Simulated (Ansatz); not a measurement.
Cu Kα1 powder pattern (kinematic, no thermal factors).
```json
{"2θ (°)": "19.57", "relative intensity": "32"}
{"2θ (°)": "27.81", "relative intensity": "40"}
{"2θ (°)": "34.23", "relative intensity": "15"}
{"2θ (°)": "39.74", "relative intensity": "100"}
{"2θ (°)": "44.66", "relative intensity": "7"}
{"2θ (°)": "49.20", "relative intensity": "11"}
{"2θ (°)": "53.44", "relative intensity": "9"}
{"2θ (°)": "57.45", "relative intensity": "17"}
{"2θ (°)": "61.30", "relative intensity": "4"}
{"2θ (°)": "65.01", "relative intensity": "14"}
{"2θ (°)": "68.61", "relative intensity": "2"}
{"2θ (°)": "72.12", "relative intensity": "34"}
{"2θ (°)": "75.57", "relative intensity": "5"}
{"2θ (°)": "82.32", "relative intensity": "2"}
{"2θ (°)": "85.64", "relative intensity": "11"}
{"2θ (°)": "88.96", "relative intensity": "2"}
```

The pattern is computed from a structure relaxed with DFT PBE, scalar-relativistic, plane waves, PAW in Ansatz 0.2.0. No spin polarisation. Its elements are As, Y.

Task: Give the structure.

Result: YAs4.
Space group Im-3m (No. 229). a = 6.411 Å, b = 6.411 Å, c = 6.411 Å, α = 90.00°, β = 90.00°, γ = 90.00°
```json
{"atom": "Y", "site": "2a", "symmetry": "m-3m", "x": "0.0000", "y": "0.0000", "z": "0.0000"}
{"atom": "As", "site": "8c", "symmetry": ".-3m", "x": "0.2500", "y": "0.2500", "z": "0.2500"}
```

A pattern alone doesn't exclude other cells with like lines; this is the one computed.

The structure comes from a generated guess; another structure or a mixture of phases may lie lower.
